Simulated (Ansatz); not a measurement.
**Wurtzite alloy of GaN and AlN (12 of 48 Ga sites exchanged), 96 atoms**

Ansatz, PAW, plane waves. PBEsol relaxation of cell lengths and atoms (angles held) at the single k point (¼, ¼, ¼) without its symmetry partners; single points on the relaxed atoms at the single k point (¼, ¼, ¼) without its symmetry partners, onto which points of the small cell's zone fold. Arrangement: clustered. No spin–orbit coupling unless named.

Relaxed structure:

```xyz
96
Lattice="9.4930 0.0000 0.0000 0.0000 10.9617 0.0000 0.0000 0.0000 10.2819" Properties=species:S:1:pos:R:3 pbc="T T T"
Ga    1.5793    0.9142    2.5314
Ga    9.4928    3.6349    2.5542
Ga    4.7477    0.9113    2.5317
Ga    3.1626    3.6356    2.5550
Ga    3.1588    3.6312    7.7153
Ga    1.5797    6.3918    2.5658
Ga    1.5736    6.3939    7.7071
Ga    9.4909    9.1507    2.5430
Ga    7.9140    0.9102    2.5305
Ga    6.3322    3.6356    2.5544
Ga    6.3388    3.6320    7.7156
Ga    4.7494    6.3955    2.5663
Ga    4.7521    6.4024    7.7089
Ga    3.1640    9.1523    2.5436
Ga    3.1618    9.1586    7.7216
Ga    7.9118    6.3943    2.5654
Ga    7.9157    6.4026    7.7057
Ga    6.3324    9.1509    2.5433
Ga    0.0001    1.8187    5.1603
Ga    3.1654    1.8130    5.1523
Ga    1.5796    4.5585    5.1460
Ga    1.5770    4.5456   10.2667
Ga    0.0010    7.3189    5.1463
Ga    0.0015    7.3340   10.2676
Ga    6.3304    1.8136    5.1516
Ga    4.7484    4.5608    5.1365
Ga    4.7481    4.5496   10.2772
Ga    3.1644    7.3153    5.1368
Ga    3.1645    7.3262   10.2781
Ga    1.5785   10.0557    5.1519
Ga    7.9146    4.5604    5.1455
Ga    7.9184    4.5479   10.2670
Ga    6.3305    7.3186    5.1469
Ga    6.3308    7.3332   10.2677
Ga    4.7509   10.0538    5.1523
Ga    7.9127   10.0524    5.1608
Al    1.5740    0.9138    7.7237
Al    9.4909    3.6319    7.7113
Al    4.7513    0.9047    7.7241
Al    9.4874    9.1583    7.7173
Al    7.9162    0.9055    7.7225
Al    6.3382    9.1574    7.7168
Al    0.0001    1.8088   10.2331
Al    3.1657    1.7988   10.2442
Al    6.3306    1.8002   10.2442
Al    1.5764   10.0677   10.2454
Al    4.7540   10.0650   10.2448
Al    7.9124   10.0642   10.2334
N     9.4928    1.8229    1.8584
N     9.4899    1.8155    7.1315
N     3.1650    1.8191    1.8673
N     3.1655    1.7661    7.1150
N     1.5805    4.5625    1.9310
N     1.5460    4.5383    7.0985
N     0.0006    7.3135    1.9311
N     0.0016    7.3667    7.0975
N     6.3311    1.8192    1.8674
N     6.3329    1.7706    7.1137
N     4.7478    4.5639    1.9402
N     4.7498    4.5581    7.0840
N     3.1642    7.3109    1.9401
N     3.1615    7.3216    7.0829
N     1.5799   10.0506    1.8680
N     1.5440   10.0783    7.1128
N     7.9142    4.5645    1.9314
N     7.9470    4.5463    7.0980
N     6.3310    7.3137    1.9310
N     6.3327    7.3623    7.0991
N     4.7502   10.0482    1.8672
N     4.7833   10.0696    7.1129
N     7.9121   10.0488    1.8581
N     7.9140   10.0564    7.1299
N     1.5787    0.9153    4.4905
N     1.5825    0.9139    9.6352
N     9.4922    3.6392    4.5034
N     0.0000    3.6030    9.6094
N     4.7471    0.9124    4.4880
N     4.7481    0.9122    9.6361
N     3.1622    3.6404    4.5095
N     3.1654    3.6015    9.6604
N     1.5791    6.3908    4.5152
N     1.5826    6.3915    9.6492
N     9.4905    9.1454    4.4967
N     0.0016    9.1870    9.6241
N     7.9143    0.9103    4.4926
N     7.9114    0.9138    9.6341
N     6.3322    3.6402    4.5083
N     6.3295    3.6024    9.6607
N     4.7495    6.3952    4.5136
N     4.7469    6.3922    9.6506
N     3.1634    9.1483    4.5029
N     3.1641    9.1864    9.6759
N     7.9111    6.3933    4.5170
N     7.9120    6.3926    9.6480
N     6.3322    9.1460    4.4977
N     6.3300    9.1863    9.6236
```

(1) What are the mean bond lengths by pair (pairs within 1.2 times the sum of covalent radii, less contacts 15 % beyond the pair's median; cation–cation pairs of compounds aside; long ionic contacts are cut short by that bound)?

(2) What gap lies between the top filled and the lowest empty level in the single points?

## Answers

(1) Al–N 1.905 ± 0.005 Å (standard deviation, 48 bonds); Ga–N 1.944 ± 0.008 Å (standard deviation, 144 bonds).

(2) r²SCAN 3.85 eV (12 s on NVIDIA H100). Away from Γ this isn't the crystal's band gap.
